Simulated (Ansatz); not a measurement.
Consider the following.

Relaxed PbS (rock salt):

```
CELL_PARAMETERS angstrom
      0.00000     5.97449     5.97449
      2.98725     0.00000     2.98725
      2.98725     2.98725     0.00000
ATOMIC_POSITIONS crystal
  S  0.00000 0.00000 0.00000
  S  0.50000 0.00000 0.00000
  Pb 0.25000 0.50000 0.50000
  Pb 0.75000 0.50000 0.50000
```

A phonon eigenvector at L = (0.5, 0.0, 0.0) is frozen into this cell: atom i moves by Q times the vector below, so Q is the largest atomic displacement, in Å. The cell is held. It is one choice among 2 degenerate patterns. (q is in reciprocal vectors of the primitive cell; the cell shown is doubled to hold the pattern.)

```tsv
atom	x	y	z
Pb3	0.285	-0.520	0.805
Pb4	-0.285	0.520	-0.805
```

Atoms not listed stay in place.

Calculation: r2SCAN (plane waves to 500 eV, PAW, scalar-relativistic; Ansatz, a quantum-chemistry and plane-wave program). k mesh 5×10×10 (Γ-centred), Fermi-Dirac smearing 0.05 eV. The energy includes the smearing's −TS. PbS was relaxed with its symmetry unable to fall. Spin-orbit coupling is left out, though Pb is heavy. The zero of ΔE is the undisplaced structure.

The scan covers Q from -0.180 to 0.180 Å in 13 points.

Q: Which space group does the distorted structure have?

A: P-1 (No. 2), lowered from Fm-3m.

Q: What is the energy change at Q = 0.180 Å?

A: 59.5 meV/cell.

Q: What harmonic wavenumber does the curvature at Q = 0 give?

A: 48 cm⁻¹.

(A displaced cell: forces are minus the slopes of the energy, force constants its curvatures, and phonons follow from these.)
